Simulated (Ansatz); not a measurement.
Computed properties of LuAl₂Ge₂

LuAl2Ge2:
```
LuAl2Ge2
1.0
    4.22579     0.00000     0.00000
   -2.11290     3.65964     0.00000
    0.00000     0.00000     6.45481
Al Lu Ge
2 1 2
Cartesian
  0.00000   2.43976   4.18265
  2.11290   1.21988   2.27215
  0.00000   0.00000   0.00000
  0.00000   2.43976   1.63442
  2.11290   1.21988   4.82039
```

Space group P-3m1 (No. 164); conventional cell a = b = 4.226 Å, c = 6.455 Å, α = β = 90.00°, γ = 120.00°.

Method: r²SCAN in the plane-wave PAW code Ansatz. The cell and atoms are relaxed at this level. Other levels are named where they apply.

### Cell and energy

```
Property                                                       Value
-----------------------------------------------------  -------------
Volume per atom                                             19.96 Å³
Density                                                   6.22 g/cm³
Formation energy from the elements (no fitted shifts)  -0.42 eV/atom
```

### Electronic structure

```
Property                                                                     Value
------------------------------------  --------------------------------------------
Electronic character                                             metallic (no gap)
Density of states at the Fermi level  0.27 states/eV per atom (mean over ±0.08 eV)
Gap with spin–orbit coupling                                       none (metallic)
```

### Mechanics

```
Item                                  Result
----------------------------------  --------
Bulk modulus (Birch–Murnaghan fit)  804 kbar
Pressure derivative B′                   4.4
```

### Charges

```
Property                               Result
-------------  ------------------------------
Bader charges  Al +1.73, Lu +1.60, Ge -2.53 e
```

The workflow started from an entry of the Crystallography Open Database (COD). Its standing as an ambient phase is unchecked. The r²SCAN relaxation kept the symmetry of its start; its stability against distortions is not shown here. The references are the lowest solids computed at this level, not always the standard phases. Scalar-relativistic: spin–orbit coupling is off unless named, which matters more the heavier the elements.

Potentials: the later of the program's two PAW sets.
